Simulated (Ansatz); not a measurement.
CdTeO3:
```
CdTeO3
1.0
    7.83809     0.00000     0.00000
    0.00000    11.32802     0.00000
   -3.01853     0.00000     6.83650
Cd Te O
8 8 24
Direct
  0.73070   0.00708   0.69279
  0.26930   0.99292   0.30721
  0.26930   0.50708   0.80721
  0.73070   0.49292   0.19279
  0.99560   0.23353   0.02102
  0.00440   0.76647   0.97898
  0.00440   0.73353   0.47898
  0.99560   0.26647   0.52102
  0.49642   0.25593   0.87490
  0.50358   0.74407   0.12510
  0.50358   0.75593   0.62510
  0.49642   0.24407   0.37490
  0.16531   0.00082   0.76104
  0.83469   0.99918   0.23896
  0.83469   0.50082   0.73896
  0.16531   0.49918   0.26104
  0.80877   0.07469   0.00527
  0.19123   0.92531   0.99473
  0.19123   0.57469   0.49473
  0.80877   0.42531   0.50527
  0.48981   0.37431   0.05379
  0.51019   0.62569   0.94621
  0.51019   0.87431   0.44621
  0.48981   0.12569   0.55379
  0.30059   0.16940   0.16642
  0.69941   0.83060   0.83358
  0.69941   0.66940   0.33358
  0.30059   0.33060   0.66642
  0.00485   0.36996   0.25943
  0.99515   0.63004   0.74057
  0.99515   0.86996   0.24057
  0.00485   0.13004   0.75943
  0.04873   0.41067   0.88638
  0.95127   0.58933   0.11362
  0.95127   0.91067   0.61362
  0.04873   0.08933   0.38638
  0.70090   0.31832   0.83795
  0.29910   0.68168   0.16205
  0.29910   0.81832   0.66205
  0.70090   0.18168   0.33795
```

Relaxed with r²SCAN. Special points in fractions of this cell's reciprocal vectors: Γ (0.000, 0.000, 0.000); Z (0.000, 0.500, 0.000); D (0.000, 0.500, 0.500); B (0.000, 0.000, 0.500); A (-0.500, 0.000, 0.500); E (-0.500, 0.500, 0.500); C2 (-0.500, 0.500, 0.000); Y2 (-0.500, 0.000, 0.000).

Q: List the band energies nearest the valence-band maximum at these points for r²SCAN in the plane-wave PAW code Ansatz.

A: In eV from the valence-band maximum; about four levels below and three above (degenerate sets whole), none deeper than 8.9 eV; points with the same levels are listed once.

```tsv
k	below	above
Γ	-0.50 -0.49 -0.28 0.00	3.64 3.92 4.04
Z	-0.52 -0.52 -0.16 -0.16	3.89 3.89 4.07 4.07
D	-0.45 -0.45 -0.30 -0.30	4.01 4.01 4.07 4.07
B	-0.56 -0.56 -0.24 -0.24	3.83 3.83 4.06 4.06
A	-0.52 -0.52 -0.14 -0.14	3.57 3.57 4.01 4.01
E	-0.39 -0.39 -0.28 -0.28	3.78 3.78 3.99 3.99
C2	-0.42 -0.42 -0.28 -0.28	3.82 3.82 4.23 4.23
Y2	-0.37 -0.32 -0.30 -0.20	3.67 3.96 4.05
```

Space group P2_1/c. The first step of the workflow began from a Materials Project structure, measured or hypothetical; the Crystallography Open Database copy checked does not list it. COD files the formula under space group No. 62. Whether it is the stable phase at ambient conditions was not checked. The r²SCAN relaxation kept the symmetry of its start; whether a distortion lowers the energy is not shown. Scalar-relativistic: spin–orbit coupling is off unless named, which matters more the heavier the elements.

Potentials: the later of the program's two PAW sets.
